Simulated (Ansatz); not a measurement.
# Equation of state of NaF and its gap

A database entry relaxed whole under r2SCAN (Fm-3m):

```
CELL_PARAMETERS angstrom
0.00000 2.29755 2.29755
2.29755 0.00000 2.29755
2.29755 2.29755 0.00000
ATOMIC_POSITIONS crystal
Na 0.00000 0.00000 0.00000
F 0.50000 0.50000 0.50000
```

The cell was scaled uniformly, its shape held, and the atoms relaxed at each volume with plane-wave PAW DFT (Ansatz 0.2.0; r2SCAN, 500 eV, 10×10×10 Γ-centred mesh, fermi-dirac occupations of width 0.020 eV; no spin, no spin-orbit coupling). One row is withheld.

| volume (Å³/atom) | energy over the lowest (meV/atom) | pressure (GPa) | gap over mesh and path (eV) |
| --- | --- | --- | --- |
| 11.400 | 8.4 | 3.90 | 7.653 |
| 11.643 | 3.6 | 2.45 | 7.524 |
| 11.886 | 0.9 | 1.16 | 7.399 |
| 12.128 | 0.0 | 0.01 | 7.281 |
| 12.371 | ? | ? | ? |
| 12.613 | 3.1 | -1.94 | 7.060 |
| 12.856 | 6.6 | -2.77 | 6.956 |

Q: Fit the pressures of the other rows to the third-order Birch-Murnaghan form.

A: With f = [(V₀/V)^(2/3) − 1]/2 and P = 3B₀f(1 + 2f)^(5/2)[1 + 3(B₀′ − 4)f/2], least squares gives V₀ = 12.13 Å³ an atom, B₀ = 54.5 GPa and B₀′ = 4.7; the rows miss the fit by less than 0.01 GPa. The slope of the energies differs from these pressures by less than 0.05 GPa.

Q: How does the gap move with volume?

A: A parabola in ln(V/V₀) through the other rows has the slope dE_g/d ln V = -5.8 eV at V₀, so by B₀ the gap moves by +106 meV a GPa: it widens under pressure.

Q: What does the withheld row hold?

A: The fit gives -1.02 GPa at 12.371 Å³; the run gave -1.02 GPa and 0.8 meV an atom. Its gap is 7.168 eV, against 7.168 eV from the parabola.

Caveats: the shape of the cell was held; 0 K, fixed nuclei; the symmetry was kept, and this need not be the phase that is stable at 0 K; one mesh for all volumes; r2SCAN gaps lie as a rule under measured ones; the slope of the gap can be off by tens of per cent, more where shallow d levels or spin-orbit coupling act on the edges; pressure is positive in compression.
